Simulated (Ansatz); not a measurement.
Diamond alloy of Si and Sn (8 of 64 Si sites exchanged), 64 atoms

Ansatz, PAW, plane waves. PBEsol relaxation of volume and atoms (shape held) at the single k point (½, ½, ½); single points on the relaxed atoms at the Γ point alone, onto which points of the small cell's zone fold. Arrangement: unlike neighbours preferred. No spin–orbit coupling unless named.

Relaxed structure:

```
CELL_PARAMETERS angstrom
11.14672 0.00000 0.00000
0.00000 11.14672 0.00000
0.00000 0.00000 11.14672
ATOMIC_POSITIONS crystal
Si 0.98354 0.00380 0.00030
Si 0.00348 0.00171 0.50013
Si 0.99783 0.49787 0.99695
Si 0.99546 0.49671 0.50444
Si 0.49761 0.00002 0.00508
Si 0.50040 0.00253 0.49683
Si 0.51397 0.49104 0.00651
Si 0.50260 0.50077 0.48516
Si 0.12298 0.12451 0.62523
Si 0.12255 0.62251 0.11271
Si 0.12061 0.62365 0.62009
Si 0.62497 0.12464 0.12576
Si 0.61949 0.13146 0.61717
Si 0.62757 0.62345 0.12917
Si 0.25940 0.25595 0.98842
Si 0.23880 0.23771 0.49119
Si 0.25083 0.75388 0.01502
Si 0.25331 0.75162 0.50639
Si 0.75165 0.25089 0.00570
Si 0.74823 0.25209 0.49897
Si 0.74506 0.74604 0.99966
Si 0.75740 0.75674 0.48803
Si 0.38743 0.36504 0.11817
Si 0.37906 0.87461 0.13209
Si 0.37653 0.88235 0.62260
Si 0.87269 0.37882 0.12670
Si 0.87572 0.37078 0.62823
Si 0.85919 0.88188 0.11855
Si 0.88391 0.86812 0.61242
Si 0.26167 0.99352 0.25933
Si 0.25789 0.01025 0.74158
Si 0.23207 0.50154 0.74863
Si 0.74591 0.00345 0.24973
Si 0.74880 0.49871 0.25001
Si 0.75726 0.48920 0.75898
Si 0.37714 0.12396 0.37388
Si 0.38052 0.12412 0.87336
Si 0.38131 0.63572 0.37861
Si 0.87105 0.12393 0.37728
Si 0.87839 0.13690 0.88029
Si 0.86879 0.61482 0.37970
Si 0.87326 0.62169 0.87530
Si 0.98691 0.25688 0.25855
Si 0.00254 0.24973 0.75051
Si 0.99186 0.73867 0.73948
Si 0.50224 0.24522 0.24915
Si 0.50897 0.24521 0.75703
Si 0.50501 0.75211 0.25076
Si 0.49691 0.76606 0.75066
Si 0.11235 0.36822 0.38346
Si 0.12177 0.37495 0.87338
Si 0.13572 0.88090 0.38502
Si 0.62595 0.37281 0.36855
Si 0.63205 0.36943 0.87974
Si 0.62631 0.87899 0.37230
Si 0.61717 0.87170 0.88492
Sn 0.12673 0.12747 0.12924
Sn 0.63033 0.62791 0.62612
Sn 0.37076 0.37152 0.62205
Sn 0.25117 0.49542 0.25026
Sn 0.75175 0.99904 0.74837
Sn 0.37506 0.62307 0.87893
Sn 0.99767 0.75293 0.25011
Sn 0.12207 0.87623 0.87069
```

What are the mean bond lengths by pair (pairs within 1.2 times the sum of covalent radii, less contacts 15 % beyond the pair's median; cation–cation pairs of compounds aside; long ionic contacts are cut short by that bound)?

Si–Si 2.369 ± 0.023 Å (standard deviation, 96 bonds); Si–Sn 2.557 ± 0.015 Å (standard deviation, 32 bonds).

What gap lies between the top filled and the lowest empty level in the single points?

HSE06 1.07 eV (3.4 min on 7 threads of Neoverse-V2). An indirect band minimum needn't fold onto Γ of this cell; where it doesn't, these gaps are too wide.
